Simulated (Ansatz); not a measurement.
In DFT-PBE in the program Ansatz with PAW potentials, TaAl in the rock salt structure (Fm-3m) relaxes to a = 5.283 Å. Al has 6 nearest neighbours from 2.64 Å (octahedral). Its formation energy from the elements is 0.50 eV/atom, with no fitted shifts.

Electronic character: metallic (no gap). Gap from PBE with spin–orbit coupling: none (metallic).

An equation-of-state fit gives a bulk modulus of 122 GPa.

The start of the workflow was typed in or built on a structure type; neither database checked (COD, Materials Project) lists it. Its standing as an ambient phase is unchecked. The PBE relaxation kept the symmetry of its start; whether a distortion lowers the energy is not shown. The run is not spin-polarised. Its formation energy is positive at this level, so the cell may be metastable or incomplete. The references are the lowest solids computed at this level, not always the standard phases. Spin–orbit coupling is left out wherever it is not named.

Potentials: the later of the program's two PAW sets.
